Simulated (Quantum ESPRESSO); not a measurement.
# Band energies of AlN at -0.7 % isotropic strain

```
AlN
1.0
    3.09133     0.00000     0.00000
   -1.54567     2.67717     0.00000
    0.00000     0.00000     4.94793
N Al
2 2
Cartesian
  1.54567   0.89239   4.35898
  0.00000   1.78478   1.88501
  1.54567   0.89239   2.46917
  0.00000   1.78478   4.94313
```

PBEsol (Quantum ESPRESSO, PseudoDojo norm-conserving, 84 Ry, scalar-relativistic); path ΓMKΓALHA,LM,KH; energies in eV from the valence-band maximum.

| k (1/Å) | point | band 4 | band 5 | band 6 | band 7 | band 8 | band 9 | band 10 | band 11 |
|---|---|---|---|---|---|---|---|---|---|
| 0.00 | Γ | -0.89 | -0.89 | -0.23 | -0.23 | 0.00 | 4.29 | 6.73 | 10.64 |
| 0.64 |  | -3.86 | -2.76 | -1.70 | -0.55 | -0.47 | 6.29 | 7.34 | 7.98 |
| 1.17 | M | -4.26 | -3.43 | -2.15 | -1.84 | -0.71 | 5.72 | 5.75 | 8.25 |
| 1.29 |  | -4.23 | -3.40 | -2.28 | -1.85 | -0.83 | 5.70 | 5.93 | 8.33 |
| 1.85 | K | -3.85 | -3.85 | -2.54 | -2.45 | -2.45 | 4.90 | 8.32 | 9.68 |
| 1.96 |  | -3.99 | -3.67 | -2.76 | -2.44 | -2.16 | 4.97 | 8.24 | 9.52 |
| 2.68 |  | -2.79 | -2.62 | -1.31 | -0.61 | -0.33 | 6.20 | 8.27 | 8.70 |
| 3.21 | Γ | -0.89 | -0.89 | -0.23 | -0.23 | 0.00 | 4.29 | 6.73 | 10.64 |
| 3.31 |  | -0.88 | -0.88 | -0.24 | -0.24 | -0.17 | 4.43 | 6.75 | 10.59 |
| 3.84 | A | -3.40 | -0.57 | -0.57 | -0.57 | -0.57 | 6.54 | 6.54 | 10.36 |
| 3.95 |  | -3.40 | -0.65 | -0.65 | -0.59 | -0.59 | 6.61 | 6.61 | 10.16 |
| 4.69 |  | -5.12 | -1.56 | -1.56 | -1.37 | -1.37 | 5.67 | 5.67 | 9.53 |
| 5.01 | L | -5.75 | -1.51 | -1.51 | -1.40 | -1.40 | 5.25 | 5.25 | 9.27 |
| 5.35 |  | -5.46 | -2.84 | -2.84 | -0.95 | -0.95 | 6.11 | 6.11 | 9.19 |
| 5.69 | H | -4.94 | -4.00 | -4.00 | -0.81 | -0.81 | 7.35 | 7.35 | 7.83 |
| 5.98 |  | -5.09 | -3.25 | -3.25 | -0.94 | -0.94 | 6.67 | 6.67 | 8.83 |
| 6.66 |  | -3.57 | -1.33 | -1.33 | -0.87 | -0.87 | 7.02 | 7.02 | 9.32 |
| 7.05 | A | -3.40 | -0.57 | -0.57 | -0.57 | -0.57 | 6.54 | 6.54 | 10.36 |
| 7.05 | L | -5.75 | -1.51 | -1.51 | -1.40 | -1.40 | 5.25 | 5.25 | 9.27 |
| 7.15 |  | -5.55 | -1.77 | -1.69 | -1.32 | -1.17 | 4.98 | 5.55 | 9.04 |
| 7.68 | M | -4.26 | -3.43 | -2.15 | -1.84 | -0.71 | 5.72 | 5.75 | 8.25 |
| 7.68 | K | -3.85 | -3.85 | -2.54 | -2.45 | -2.45 | 4.90 | 8.32 | 9.68 |
| 8.32 | H | -4.94 | -4.00 | -4.00 | -0.81 | -0.81 | 7.35 | 7.35 | 7.83 |

The PBEsol gap is direct, 4.29 eV at Γ.

Geometry strained from the cell relaxed with PBEsol, atoms relaxed again.
